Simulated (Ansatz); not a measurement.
BiPd (NiAs type, space group No. 194), plane-wave PAW PBE (Ansatz code), all energies at zero smearing, with the estimated change up to a 700 eV cutoff added, with one set of potentials and settings (totals compare only within such a set). Cell of 4 atoms (2 Bi, 2 Pd): -38740.056 eV.

| element | reference phase | E (eV/atom) |
|---|---|---|
| Bi | R-3m, 2 atoms in the cell | -12396.5536 |
| Pd | Fm-3m, 1 atoms in the cell | -6972.8544 |

Formation energy per atom, worked out: (-38740.056 − 2×(-12396.5536) − 2×(-6972.8544))/4 = -0.310 eV/atom (-30 kJ per mol of atoms), at 0 K, without zero-point energy or fitted corrections.

Space group P6_3/mmc (NiAs type). The first step of the workflow began from a Materials Project structure, measured or hypothetical; the Crystallography Open Database files this formula in space group No. 194, but the cells were not matched. Whether it is the stable phase at ambient conditions was not checked. The PBE relaxation kept the symmetry of its start; its stability against distortions is not shown here. The run is not spin-polarised. The references are the lowest solids computed at this level, not always the standard phases. Scalar-relativistic: spin–orbit coupling is off unless named, which matters more the heavier the elements.

Potentials: the later of the program's two PAW sets.
